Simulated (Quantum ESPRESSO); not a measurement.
```xyz
10
Lattice="0.0000 4.5187 4.5187 4.5187 0.0000 4.5187 4.5187 4.5187 0.0000" Properties=species:S:1:pos:R:3 pbc="T T T"
F      4.5187     1.8888     4.5187
F      4.5187     7.1486     4.5187
F      7.1486     4.5187     4.5187
F      1.8888     4.5187     4.5187
F      4.5187     4.5187     1.8888
F      4.5187     4.5187     7.1486
K      4.5187     4.5187     4.5187
Co     0.0000     0.0000     0.0000
Cs     2.2594     2.2594     2.2594
Cs     6.7781     6.7781     6.7781
```

The geometry is that of Materials Project entry mp-540729, symmetrised and not relaxed again.

**Question.** What does PBEsol (pw.x of Quantum ESPRESSO, ONCV potentials, without SOC) give for the electronic structure near the Fermi level?

**Answer.** The PBEsol gap is direct, 1.11 eV at X. Another valence extremum on the path lies within 0.02 eV, too close to call. The 3d shell has no Hubbard U; the runs are without spin polarisation, and magnetic order was not tried.

The structure is a Materials Project entry; no match was found in the copy of COD used, and its stability was not checked.
